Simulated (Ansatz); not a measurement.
**Data sheet: K₂TeCl₆ (DFT)**

K2TeCl6:
```
CELL_PARAMETERS angstrom
      0.00000     5.15327     5.15327
      5.15327     0.00000     5.15327
      5.15327     5.15327     0.00000
ATOMIC_POSITIONS crystal
  K  0.75000 0.75000 0.75000
  K  0.25000 0.25000 0.25000
  Te 0.00000 0.00000 0.00000
  Cl 0.24581 0.24581 0.75419
  Cl 0.75419 0.75419 0.24581
  Cl 0.75419 0.24581 0.24581
  Cl 0.24581 0.75419 0.75419
  Cl 0.24581 0.75419 0.24581
  Cl 0.75419 0.24581 0.75419
```

Space group Fm-3m (No. 225); conventional cell a = 10.307 Å, b = 10.307 Å, c = 10.307 Å, α = 90.00°, β = 90.00°, γ = 90.00°.

Method: HSE06 in the plane-wave PAW code Ansatz. Geometry: relaxed at this level of theory. Other levels are named where they apply.

**Cell and energy**

```json
{
  "volume_per_atom": "30.41 Å³",
  "density": "2.54 g/cm³"
}
```

**Electronic structure**

```json
{
  "band_gap": "3.32 eV (indirect)",
  "valence_band_maximum": "at W",
  "conduction_band_minimum": "at L (4 equivalent valleys)",
  "smallest_direct_gap_on_the_standard_path": "3.56 eV"
}
```

**Charges**

```json
{
  "bader_charges": "K +0.91, Te +1.90, Cl -0.62 e"
}
```

The workflow started from a Materials Project entry (that database holds measured and hypothetical structures alike); the Crystallography Open Database copy checked does not list it. COD files the formula under space group No. 139. Its standing as an ambient phase is unchecked. Symmetry was held in the HSE06 relaxation; whether a distortion lowers the energy is not shown. The hybrid was solved on a coarse mesh, the path and, where they were found, the r²SCAN edge points; its band edges are the extreme levels among these. Spin–orbit coupling is left out wherever it is not named.

Potentials: the later of the program's two PAW sets.
